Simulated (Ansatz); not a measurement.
Before relaxation, H put at a hollow Li-Li-Li site (Li, R-3m (No. 166), (0 0 1) face):

```
CELL_PARAMETERS angstrom
3.05692 0.00000 0.00000
-1.52846 2.64737 0.00000
0.00000 0.00000 28.99658
ATOMIC_POSITIONS crystal
Li 0.66667 0.33333 0.29314
Li 0.00000 0.00000 0.37935
Li 0.66667 0.33333 0.46388
Li 0.33333 0.66667 0.54818
Li 0.66667 0.33333 0.62940
H 0.00000 0.00000 0.59629
```

Computed with DFT PBEsol, scalar-relativistic, plane waves, PAW (Ansatz 0.2.0). Plane waves to 420 eV, a k mesh through Γ of 12×12×1 on the computed 6-atom cell and Gaussian smearing (0.10 eV); no spin polarisation. A dipole correction removes the field between periodic images along c.

Atoms 1, 2 (counted from 1) are held. The cell is fixed. Force threshold 0.03 eV/Å.

| step | E − E_final (eV) | largest force (eV/Å) |
| --- | --- | --- |
| 1 | 0.009 | 0.125 |
| 2 | 0.007 | 0.143 |
| 3 | 0.002 | 0.048 |
| 4 | 0.000 | 0.008 |

(1) What is the final structure?

The end is the local minimum or symmetric point that this start leads to.

## Answers

(1)
```yaml
crystal:
  lattice:
    - [3.05692, 0.00000, 0.00000]
    - [-1.52846, 2.64737, 0.00000]
    - [0.00000, 0.00000, 28.99658]
  atoms:
    - { symbol: Li, position: [0.66667, 0.33333, 0.29314] }
    - { symbol: Li, position: [0.00000, 0.00000, 0.37935] }
    - { symbol: Li, position: [0.66667, 0.33333, 0.46416] }
    - { symbol: Li, position: [0.33333, 0.66667, 0.54928] }
    - { symbol: Li, position: [0.66667, 0.33333, 0.62939] }
    - { symbol: H, position: [0.00000, 0.00000, 0.60111] }
```

The reference crystal is a form of Li, which isn't its usual structure.